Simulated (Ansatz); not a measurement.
PbSe:
```
PbSe
1.0
    0.00000     3.10877     3.10877
    3.10877     0.00000     3.10877
    3.10877     3.10877     0.00000
Pb Se
1 1
Cartesian
  0.00000   0.00000   0.00000
  3.10877   3.10877   3.10877
```

Relaxed with PBE. Special points in fractions of this cell's reciprocal vectors: Γ (0.000, 0.000, 0.000); X (0.500, 0.000, 0.500); U (0.625, 0.250, 0.625); K (0.375, 0.375, 0.750); L (0.500, 0.500, 0.500); W (0.500, 0.250, 0.750).

Q: List the band energies nearest the valence-band maximum at these points for PBE in the plane-wave PAW code Ansatz.

A: In eV from the valence-band maximum; about four levels below and three above (degenerate sets whole), none deeper than 8.9 eV; points with the same levels are listed once.

```json
[
 {"k": "Γ", "below": "-6.34 -1.64 -1.64 -1.64", "above": "4.64 4.64 4.64"},
 {"k": "X", "below": "-7.27 -4.57 -2.92 -2.92", "above": "3.92 5.46 5.46"},
 {"k": "U", "below": "-7.83 -4.19 -2.44 -2.18", "above": "3.40 3.98 5.35"},
 {"k": "L", "below": "-8.51 -1.27 -1.27 0.00", "above": "0.43 1.82 1.82"},
 {"k": "W", "below": "-7.81 -3.86 -3.86 -0.68", "above": "1.95 4.94 4.94"}
]
```

Space group Fm-3m (rock salt). The PBE relaxation kept the symmetry of its start; of distortions, only those at the zone centre were tested. Spin–orbit coupling is left out wherever it is not named.

Potentials: the later of the program's two PAW sets.
